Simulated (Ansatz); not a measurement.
### Question
Each is relaxed and computed with the program Ansatz at the PBEsol level (PAW). Which is the only metal?
A) NaF, P6_3/mmc (Na on 2d, F on 2c)
B) Al5C3N, P6_3mc (Pearson symbol hP18)
C) SiC, Pnma (Si on 4c, C on 4c)
D) Re2C, P6_3/mmc (Re on 4f, C on 2c)

### Answer
D, Re2C, P6_3/mmc (Re on 4f, C on 2c). Re2C: metal; SiC: gap 2.49 eV (indirect); NaF: gap 5.57 eV (direct); Al5C3N: gap 0.74 eV (indirect). Typed or built starts, not in the databases checked: SiC, Pnma (Si on 4c, C on 4c); NaF, P6_3/mmc (Na on 2d, F on 2c). Not the usual ambient phase: SiC, Pnma (Si on 4c, C on 4c); NaF, P6_3/mmc (Na on 2d, F on 2c). Standing as an ambient phase not checked: Re2C, P6_3/mmc (Re on 4f, C on 2c); Al5C3N, P6_3mc (Pearson symbol hP18). All cells were relaxed under the symmetry of their starts (and spin orders); stability against distortions was not tested throughout. Rows with no word on spin ran without spin polarisation. Spin–orbit coupling is left out wherever it is not named.

Potentials: the later of the program's two PAW sets.
